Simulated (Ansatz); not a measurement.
Zn2SnO3 (R-3m)

Method: Ansatz 0.2.0, DFT PBE, scalar-relativistic, plane waves, PAW.

Cutoff 420 eV; k points 12×12×12 on the computed 6-atom cell (Γ-centred); Gaussian smearing, width 0.10 eV; no spin polarisation.

The structure is relaxed at this level of theory with its symmetry kept, and needn't be the ground state of this composition.

```yaml
crystal:
  lattice:
    - [2.91100, 1.68067, 2.63154]
    - [-2.91100, 1.68067, 2.63154]
    - [0.00000, -3.36133, 2.63154]
  atoms:
    - { symbol: Zn, position: [0.64549, 0.64549, 0.64549] }
    - { symbol: Zn, position: [0.35451, 0.35451, 0.35451] }
    - { symbol: Sn, position: [0.00000, 0.00000, 0.00000] }
    - { symbol: O, position: [0.00000, 0.50000, 0.00000] }
    - { symbol: O, position: [0.50000, 0.00000, 0.00000] }
    - { symbol: O, position: [0.00000, 0.00000, 0.50000] }
```

(1) Formation energy from the elements' standard states (uncorrected)?

(2) Kohn–Sham band gap?

(3) Density of states at the Fermi level?

(4) Orbital (Löwdin) character within 0.5 eV of the Fermi level?

(5) Bader charge by site (e)?

Answers

(1) -0.874 eV/atom.

(2) none (metal).

(3) 2.3 states/eV per cell.

(4) Zn 4s 48 %, O 2p 35 %, Sn 5s 7 %, unprojected 6 %.

(5) Zn (2 in the cell) 0.70, Sn (1 in the cell) 2.33, O (3 in the cell) -1.24.

The cell was found from a structure generator's guess, not taken from experiment. Löwdin shares on free-atom orbitals overweight diffuse shells.
